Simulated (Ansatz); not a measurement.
Se:
```cif
data_Se3
_chemical_formula_sum 'Se3'
_space_group_name_H-M_alt 'P3121'
_space_group_IT_number 152
_space_group_name_Hall 'P 31 2"'
_cell_length_a 4.50572
_cell_length_b 4.50572
_cell_length_c 4.99131
_cell_angle_alpha 90.000
_cell_angle_beta 90.000
_cell_angle_gamma 120.000
loop_
_atom_site_label
_atom_site_type_symbol
_atom_site_symmetry_multiplicity
_atom_site_Wyckoff_symbol
_atom_site_fract_x
_atom_site_fract_y
_atom_site_fract_z
_atom_site_occupancy
Se1 Se 3 b 0.78291 0.78291 0.50000 1
```

Relaxed at zero pressure with DFT-r²SCAN in the program Ansatz with PAW potentials.

**Question.** The volume is lowered by 6 % and shape and atoms relax at that volume. What pressure results, and how do the axes share the change?

**Answer.** 0.7 GPa; a -3.3 %, b -3.3 %, c 0.5 %; the energy rises by 3 meV/atom.

**Question.** Give the new structure.

**Answer.** 
Space group P3₁21 (No. 152); a = b = 4.3580 Å, c = 5.0153 Å, α = β = 90.00°, γ = 120.00°

```
atom  site  symmetry       x       y       z
----  ----  --------  ------  ------  ------
Se      3b       .2.  0.7753  0.7753  0.5000
```

The phase is kept; no other phase was compared at this pressure.

Space group P3_121 (trigonal Se type). The cell was relaxed with r²SCAN under the symmetry of its start. A crystal of weakly bound chains computed without a dispersion correction: the cell and the soft elastic constants depend strongly on that.

Potentials: the later of the program's two PAW sets.
